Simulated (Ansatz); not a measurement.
Given:

TlPd₃:
```
CELL_PARAMETERS angstrom
     -2.08729     2.08729     3.79234
      2.08729    -2.08729     3.79234
      2.08729     2.08729    -3.79234
ATOMIC_POSITIONS crystal
  Tl 0.00000 0.00000 0.00000
  Pd 0.75000 0.25000 0.50000
  Pd 0.25000 0.75000 0.50000
  Pd 0.50000 0.50000 0.00000
```

This is the r²SCAN-relaxed structure.

Question: All from the program Ansatz at the r²SCAN level (PAW), unless another level is named. Estimate the density of states at the Fermi level.

Answer: 0.35 states/eV per atom (mean over ±0.08 eV).

Question: Predict the formation energy from the elements (no fitted shifts).

Answer: -0.25 eV/atom.

Space group I4/mmm. The workflow started from an entry of the Crystallography Open Database (COD). Its standing as an ambient phase is unchecked. Symmetry was held in the r²SCAN relaxation; whether a distortion lowers the energy is not shown. The run is not spin-polarised. The references are the lowest solids computed at this level, not always the standard phases. Spin–orbit coupling is left out wherever it is not named.

Potentials: the later of the program's two PAW sets.
